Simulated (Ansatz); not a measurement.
Input:

CdPS3:
```
CELL_PARAMETERS angstrom
      3.05616     1.76447     6.30880
     -3.05616     1.76447     6.30880
      0.00000    -3.52895     6.30880
ATOMIC_POSITIONS crystal
  Cd 0.32551 0.32551 0.32551
  Cd 0.67449 0.67449 0.67449
  P  0.05884 0.05884 0.05884
  P  0.94116 0.94116 0.94116
  S  0.76141 0.39842 0.10564
  S  0.10564 0.76141 0.39842
  S  0.39842 0.10564 0.76141
  S  0.23859 0.60158 0.89436
  S  0.89436 0.23859 0.60158
  S  0.60158 0.89436 0.23859
```

This is the LDA-relaxed structure. x, y and z are the axes in which the lattice vectors are written.

Question: All from the program Ansatz at the LDA level (PAW), unless another level is named. Predict the smallest direct gap on the standard path.

Answer: 2.21 eV.

Question: And the HSE06 gap on the LDA cell?

Answer: 3.16 eV.

Question: Predict the formation energy from the elements (no fitted shifts).

Answer: -0.44 eV/atom.

Question: What about the gap with spin–orbit coupling?

Answer: 1.82 eV.

Question: Give the valence-band maximum.

Answer: off the standard path, at k = (0.010, 0.349, -0.328) in fractions of the reciprocal vectors.

Question: And the conduction-band minimum?

Answer: at Γ.

Space group R-3. The workflow started from an entry of the Crystallography Open Database (COD); the relaxed space group is not among those it files for this formula. COD files the formula under space group No. 146. Its standing as an ambient phase is unchecked. The cell was relaxed with LDA under the symmetry of its start; whether a distortion lowers the energy is not shown. A crystal of weakly bound layers computed without a dispersion correction: the cell and the soft elastic constants depend strongly on that. The references are the lowest solids computed at this level, not always the standard phases. Spin–orbit coupling is left out wherever it is not named.

Potentials: the later of the program's two PAW sets.
